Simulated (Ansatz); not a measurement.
# A vibration from a frozen displacement in BiTe

The calculation used Ansatz, DFT PBEsol, scalar-relativistic, plane waves, PAW. Settings: plane waves to 420 eV, k-mesh 14×14×14 (Γ-centred), Gaussian smearing 0.15 eV. Spin–orbit coupling is left out, which matters for the heavy elements here. No spin polarisation. Energies are free energies at this smearing, counted from the undisturbed cell; pressure is positive in compression.

The starting cell (as given, not relaxed at this level; it stands at -1.7 GPa, and it needn't be the usual structure):

```
Bi Te
1.0
     0.00000    3.23500    3.23500
     3.23500    0.00000    3.23500
     3.23500    3.23500    0.00000
Bi Te
1 1
Direct
  0.00000 0.00000 0.00000
  0.50000 0.50000 0.50000
```

Every Bi atom is moved by x along the Cartesian unit vector (0.000, 0.000, -1.000); the cell and all other atoms stay fixed. The cell's volume is 67.71 Å³; the moved atoms weigh 208.980 u together and the others 127.600 u. Some rows repeat others by symmetry and weren't run.

| x (Å) | ΔE (meV/cell) | total force on the moved atoms along the move (eV/Å) | pressure (GPa) |
| --- | --- | --- | --- |
| -0.2000 | 47.66 | 0.5000 | -1.0148 |
| -0.1750 | 36.05 | 0.4286 | -1.1807 |
| -0.1500 | 26.20 | 0.3602 | -1.3228 |
| -0.1250 | 18.02 | 0.2948 | -1.4418 |
| -0.1000 | 11.44 | 0.2322 | -1.5384 |
| -0.0750 | 6.39 | 0.1719 | -1.6131 |
| -0.0500 | 2.83 | 0.1135 | -1.6662 |
| -0.0250 | 0.70 | 0.0564 | -1.6980 |
| 0.0000 | 0.00 | 0.0000 | -1.7086 |
| 0.0250 | 0.70 | -0.0564 | -1.6980 |
| 0.0500 | 2.83 | -0.1135 | -1.6662 |
| 0.0750 | 6.39 | -0.1719 | -1.6131 |
| 0.1000 | 11.44 | -0.2322 | -1.5384 |
| 0.1250 | 18.02 | -0.2948 | -1.4418 |
| 0.1500 | 26.20 | -0.3602 | -1.3228 |
| 0.1750 | 36.05 | -0.4286 | -1.1807 |
| 0.2000 | 47.66 | -0.5000 | -1.0148 |

**Question.** What frequency belongs to this motion?

**Answer.** The force constant is k = −dF/dx = 2.256 eV/Å², from the parabola through x = -0.0250, 0 and 0.0250. In every cell the moved atoms swing against the rest, so the mass is μ = m₁m₂/(m₁ + m₂) = 79.226 u, and ν̃ = 521.5 cm⁻¹ × √(|k|/μ) = 88 cm⁻¹, at this cell's pressure of -1.7 GPa. To first order in x, and within 1 %, the force on every atom lies along the move and, within each of the two groups, in proportion to the atom's mass, so this is itself a mode at the zone centre of this cell.

**Question.** How far does the harmonic law reach?

**Answer.** At x = -0.200 Å, kx²/2 = 45.12 meV against the computed 47.66 meV (+5.6 %): the well is still close to harmonic there.

**Question.** The pressure changes with x². What does that say about the frequency under compression?

**Answer.** With E = k(V)x²/2, k ∝ V^(−2γ) and x scaling with the cell as V^(1/3), P − P0 = −∂E/∂V = (2γ − 2/3) ΔE/V. At x = 0.0500 Å, V(P − P0) = 67.71 × 0.04237 / 160.2 eV = 17.91 meV and ΔE = 2.83 meV, so γ = 1/3 + V(P − P0)/(2ΔE) = 3.50. This is the Grüneisen parameter of the motion under uniform scaling of the cell: shrinking the cell evenly by 1 % in volume raises the frequency by about 3.50 %.

In a metal these slopes depend on the k mesh and the smearing.